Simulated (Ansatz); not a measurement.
Formation energies in the Pt–Se system, lowest calculated structure of each composition. Computed with PBEsol (plane waves to 420 eV, PAW, scalar-relativistic; Ansatz, a first-principles code). Element references, the lowest calculated here: Pt (Fm-3m), Se (P3₁21).

```
phase  x(Se)  space group  E_f (eV/atom)
-----  -----  -----------  -------------
Pt     0.000        Fm-3m           0.00
PtSe   0.500        Fm-3m          -0.03
PtSe2  0.667        P-3m1          -0.41
Se     1.000        P3₁21           0.00
```

Q: Construct the convex hull: which compounds lie on it, and how far above it are the others?

A: For PtSe a lower structure may exist, so the energies are upper bounds and are not judged. On the hull: PtSe2. PtSe 0.27 eV/atom above.

This is the hull of the energies calculated here, no anion corrections; phases that were not calculated are missing from it. Values are rounded to 0.01 eV/atom. Not shown to be the ambient phase of their composition (a lower form may be missing, and a cell relaxed within its start's symmetry can be a saddle point): PtSe (Fm-3m). Spin-orbit coupling is missing from these energies, which matters for elements this heavy. The compounds carry no spin polarisation.
